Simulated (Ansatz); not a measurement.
A relaxation computed with Ansatz, from input to last step.

```yaml
crystal:
  lattice:
    - [-2.3189206084, 2.3189206084, 6.0842966459]
    - [2.3189206084, -2.3189206084, 6.0842966459]
    - [2.3189206084, 2.3189206084, -6.0842966459]
  atoms:
    - { symbol: Ca, position: [0.0, 0.0, 0.0] }
    - { symbol: In, position: [0.25, 0.75, 0.5] }
    - { symbol: In, position: [0.75, 0.25, 0.5] }
    - { symbol: As, position: [0.626, 0.626, 0.0] }
    - { symbol: As, position: [0.374, 0.374, 0.0] }
basis:
  ecutwfc: 420
kpoints:
  mp_grid: { grid: [6, 6, 6] }
hamiltonian:
  xc: pbe
scf:
  occupations: { method: gaussian, width: 0.1 }
  lower_state_search: "off"
output:
  forces: true
  stress: true
  eigenvalues: true
relax:
  adjacent_minimum: "off"
  f_tol: 0.04
  max_steps: 70
  cell: { stress_tol: 0.4 }
```

```bash
ansatz run input.yaml --threads 1 --pin off --max-ram 2560MiB --backend cpu --events-out ev --progress --plain --runs-dir out
```

These are results of Ansatz, DFT PBE, scalar-relativistic, plane waves, PAW, not measurements.

Of 16 frames 10 are shown, positions in Å and forces in eV/Å; the SCF threshold varies from step to step. Steps run on the plane waves of an earlier cell, with a Pulay correction in the pressure. The basis is chosen afresh for the last frame, the zero of the energies, and at times for earlier ones too; energy and pressure step there, also at an unchanged geometry. Here that happened at step 14 (-7 meV/atom, 0.5 GPa); the frames before carry an error of that size. The mark taken_back stands on steps that the optimiser undid.

```xyz
5
Lattice="-2.3189 2.3189 6.0843 2.3189 -2.3189 6.0843 2.3189 2.3189 -6.0843" Properties=species:S:1:pos:R:3:forces:R:3 pbc="T T T" step=1 free_energy_over_end_meV_per_atom=210.13 pressure_GPa=4.02
Ca    0.0000    0.0000    0.0000    0.0000    0.0000    0.0000
In    2.3189    0.0000    3.0421    0.0000    0.0000    0.0000
In    0.0000    2.3189    3.0421    0.0000    0.0000    0.0000
As    0.0000    0.0000    7.6175    0.0000    0.0000   -0.7681
As    0.0000    0.0000    4.5511    0.0000    0.0000    0.7681
5
Lattice="-2.4206 2.4206 5.9655 2.4206 -2.4206 5.9655 2.4206 2.4206 -5.9655" Properties=species:S:1:pos:R:3:forces:R:3 pbc="T T T" step=3 free_energy_over_end_meV_per_atom=156.96 pressure_GPa=0.37 taken_back
Ca    0.0000    0.0000    0.0000    0.0000    0.0000    0.0000
In    2.4206    0.0000    2.9828    0.0000    0.0000    0.0000
In    0.0000    2.4206    2.9828    0.0000    0.0000    0.0000
As    0.0000    0.0000    7.1339    0.0000    0.0000    1.0835
As    0.0000    0.0000    4.7972    0.0000    0.0000   -1.0835
5
Lattice="-2.3926 2.3926 6.1086 2.3926 -2.3926 6.1086 2.3926 2.3926 -6.1086" Properties=species:S:1:pos:R:3:forces:R:3 pbc="T T T" step=4 free_energy_over_end_meV_per_atom=139.60 pressure_GPa=-0.39
Ca    0.0000    0.0000    0.0000    0.0000    0.0000    0.0000
In    2.3926    0.0000    3.0543    0.0000    0.0000    0.0000
In    0.0000    2.3926    3.0543    0.0000    0.0000    0.0000
As    0.0000    0.0000    7.4288    0.0000    0.0000   -0.4548
As    0.0000    0.0000    4.7885    0.0000    0.0000    0.4548
5
Lattice="-2.3311 2.3311 6.1643 2.3311 -2.3311 6.1643 2.3311 2.3311 -6.1643" Properties=species:S:1:pos:R:3:forces:R:3 pbc="T T T" step=6 free_energy_over_end_meV_per_atom=121.02 pressure_GPa=1.19
Ca    0.0000    0.0000    0.0000    0.0000    0.0000    0.0000
In    2.3311    0.0000    3.0821    0.0000    0.0000    0.0000
In    0.0000    2.3311    3.0821    0.0000    0.0000    0.0000
As    0.0000    0.0000    7.3538    0.0000    0.0000    0.5164
As    0.0000    0.0000    4.9747    0.0000    0.0000   -0.5164
5
Lattice="-2.2303 2.2303 6.6153 2.2303 -2.2303 6.6153 2.2303 2.2303 -6.6153" Properties=species:S:1:pos:R:3:forces:R:3 pbc="T T T" step=8 free_energy_over_end_meV_per_atom=61.64 pressure_GPa=0.82
Ca    0.0000    0.0000    0.0000    0.0000    0.0000    0.0000
In    2.2303    0.0000    3.3077    0.0000    0.0000    0.0000
In    0.0000    2.2303    3.3077    0.0000    0.0000    0.0000
As    0.0000    0.0000    7.8543    0.0000    0.0000   -0.0233
As    0.0000    0.0000    5.3763    0.0000    0.0000    0.0233
5
Lattice="-2.1839 2.1839 6.9111 2.1839 -2.1839 6.9111 2.1839 2.1839 -6.9111" Properties=species:S:1:pos:R:3:forces:R:3 pbc="T T T" step=9 free_energy_over_end_meV_per_atom=37.43 pressure_GPa=0.00
Ca    0.0000    0.0000    0.0000    0.0000    0.0000    0.0000
In    2.1839    0.0000    3.4556    0.0000    0.0000    0.0000
In    0.0000    2.1839    3.4556    0.0000    0.0000    0.0000
As    0.0000    0.0000    8.1562    0.0000    0.0000   -0.0224
As    0.0000    0.0000    5.6660    0.0000    0.0000    0.0224
5
Lattice="-2.0636 2.0636 7.5029 2.0636 -2.0636 7.5029 2.0636 2.0636 -7.5029" Properties=species:S:1:pos:R:3:forces:R:3 pbc="T T T" step=11 free_energy_over_end_meV_per_atom=14.81 pressure_GPa=0.93 taken_back
Ca    0.0000    0.0000    0.0000    0.0000    0.0000    0.0000
In    2.0636    0.0000    3.7515    0.0000    0.0000    0.0000
In    0.0000    2.0636    3.7515    0.0000    0.0000    0.0000
As    0.0000    0.0000    8.7148    0.0000    0.0000    0.2182
As    0.0000    0.0000    6.2911    0.0000    0.0000   -0.2182
5
Lattice="-2.0915 2.0915 7.3964 2.0915 -2.0915 7.3964 2.0915 2.0915 -7.3964" Properties=species:S:1:pos:R:3:forces:R:3 pbc="T T T" step=13 free_energy_over_end_meV_per_atom=9.20 pressure_GPa=0.17
Ca    0.0000    0.0000    0.0000    0.0000    0.0000    0.0000
In    2.0915    0.0000    3.6982    0.0000    0.0000    0.0000
In    0.0000    2.0915    3.6982    0.0000    0.0000    0.0000
As    0.0000    0.0000    8.6199    0.0000    0.0000    0.0145
As    0.0000    0.0000    6.1730    0.0000    0.0000   -0.0145
5
Lattice="-2.0915 2.0915 7.3964 2.0915 -2.0915 7.3964 2.0915 2.0915 -7.3964" Properties=species:S:1:pos:R:3:forces:R:3 pbc="T T T" step=14 free_energy_over_end_meV_per_atom=1.84 pressure_GPa=0.64
Ca    0.0000    0.0000    0.0000    0.0000    0.0000    0.0000
In    2.0915    0.0000    3.6982    0.0000    0.0000    0.0000
In    0.0000    2.0915    3.6982    0.0000    0.0000    0.0000
As    0.0000    0.0000    8.6199    0.0000    0.0000    0.0318
As    0.0000    0.0000    6.1730    0.0000    0.0000   -0.0318
5
Lattice="-2.0896 2.0896 7.4954 2.0896 -2.0896 7.4954 2.0896 2.0896 -7.4954" Properties=species:S:1:pos:R:3:forces:R:3 pbc="T T T" step=16 free_energy_over_end_meV_per_atom=0.00 pressure_GPa=0.20
Ca    0.0000    0.0000    0.0000    0.0000    0.0000    0.0000
In    2.0896    0.0000    3.7477    0.0000    0.0000    0.0000
In    0.0000    2.0896    3.7477    0.0000    0.0000    0.0000
As    0.0000    0.0000    8.7222    0.0000    0.0000    0.0134
As    0.0000    0.0000    6.2686    0.0000    0.0000   -0.0134
```

The start puts this composition into another compound's structure type, which needn't suit it. At the end the space group is I4/mmm (tolerance 0.05 Å).

It took 3 min on 1 thread of Arm Neoverse V2, with other jobs on the host, peak memory 0.46 GiB.

The k mesh is coarse.